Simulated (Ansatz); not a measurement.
BaZrO$_{3}$:
```xyz
5
Lattice="4.1474 0.0000 0.0000 0.0000 4.1474 0.0000 0.0000 0.0000 4.1474" Properties=species:S:1:pos:R:3 pbc="T T T"
O      0.0000     2.0737     2.0737
O      2.0737     0.0000     2.0737
O      2.0737     2.0737     0.0000
Ba     0.0000     0.0000     0.0000
Zr     2.0737     2.0737     2.0737
```

Relaxed with LDA.

Question: Decompose the optical modes at the zone centre into irreducible representations, and say which are infrared and Raman allowed.

Answer: Point group m-3m: Γ_opt = 3T1u + T2u. Infrared: T1u. Raman: none.

Question: Assign frequencies (DFPT, the program Ansatz at the LDA level (PAW); without the LO–TO term).

Answer: T1u 91, T2u 168, T1u 193, T1u 527 cm⁻¹.

Space group Pm-3m (cubic perovskite). Symmetry was held in the LDA relaxation. At this level the phase is dynamically unstable (imaginary phonons). The run is not spin-polarised. Spin–orbit coupling is left out wherever it is not named.

Potentials: the later of the program's two PAW sets.
